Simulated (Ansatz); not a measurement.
The start is a generated trial cell of SnO in the AFLOW prototype AB_oI4_44_a_b (as in GaAs). The cell and all atomic positions are relaxed at zero pressure with PBE (plane waves to 420 eV, PAW, scalar-relativistic; Ansatz, an electronic-structure program). The first steps use a coarse 10×10×10 k-mesh.

Initial structure:
```yaml
crystal:
  lattice:
    - [-2.43407, 2.50013, 1.33899]
    - [2.43407, -2.50013, 1.33899]
    - [2.43407, 2.50013, -1.33899]
  atoms:
    - { symbol: O, position: [0.00000, 0.00000, 0.00000] }
    - { symbol: Sn, position: [0.57500, 0.07500, 0.50000] }
```

What pressure does the first self-consistent step give?

-3 GPa (negative: the cell is under tension).

What is the largest force in the starting geometry, and on which atom (counted from 1)?

About 0.1 eV/Å, on O1, Sn2 (atoms numbered as listed).

How does the volume per atom move from start to end?

+15.9 %, from 16.30 to 18.88 Å³/atom.

How do the shortest distances between atoms change?

The closest pairs of elements (up to four, under 3.6 Å), start → end: O–Sn 2.51 → 2.18 Å; O–O 2.68 → 3.30 Å; Sn–Sn 2.68 → 3.30 Å.

Is the relaxed structure metallic? Give its gap.

No clear gap: the sampled points leave 0.02 eV away from the symmetry points, which may be a band crossing missed between them.

The space group stays Imm2 (No. 44) (the run could not lower it), with 2 atoms in the primitive cell. Final values are on a 12×12×12 k-mesh of the relaxed cell. No spin polarisation in the result.

The run could not lose the symmetry of its start: the end is stationary, and may be a saddle point rather than a minimum.

The relaxed structure here is a generated cell of SnO: the first start was made by placing the elements on the sites of a structure type, and the end was not matched to a known phase here, so it may be hypothetical. Known forms of SnO include space group No. 129.
